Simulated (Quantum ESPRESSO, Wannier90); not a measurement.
**SrO (rock salt), plane waves to Wannier functions**

```xyz
2
Lattice="0.0000 2.5838 2.5838 2.5838 0.0000 2.5838 2.5838 2.5838 0.0000" Properties=species:S:1:pos:R:3 pbc="T T T"
Sr     2.5838     2.5838     2.5838
O      0.0000     0.0000     0.0000
```

Structure: Materials Project mp-2472, symmetrised, not relaxed again. COD (Crystallography Open Database) has an entry of this formula and space group (matched by these alone). Method: PBEsol plane waves in Quantum ESPRESSO 7.5 (PseudoDojo norm-conserving files, 68 Ry, no spin polarisation, no spin-orbit coupling), Bloch states on a 10×10×10 mesh through Γ, Wannier90 4.0.1. Density: 10×10×10 mesh, cold smearing 0.01 Ry.

Bands 2-5 form an isolated set from -16.43 to -12.72 eV relative to the valence-band maximum (on the path) and are turned into 4 Wannier functions by minimising the spread from the start: atomic waves O 2s, Sr 4p.

**Question.** Where do the functions sit, how wide are they and what are they made of?

**Answer.** 
| functions | spread (Å²) | nearest atom, distance (Å) | second atom, distance (Å) | weight on atomic waves |
|---|---|---|---|---|
| 3 | 0.86 | Sr 0.00 | O 2.58 | Sr 4p 98 % |
| 1 | 0.54 | O 0.00 | Sr 2.58 | O 2s 93 %, Sr 5s 6 % |

Ω_I = 3.12 Å², Ω_total = 3.12 Å²; the interpolated bands follow pw.x to 0.0 meV rms on the path. Only this start was tried; a symmetric start can stop on a saddle, and mixtures of these functions could lower the total by at most Ω_total − Ω_I.
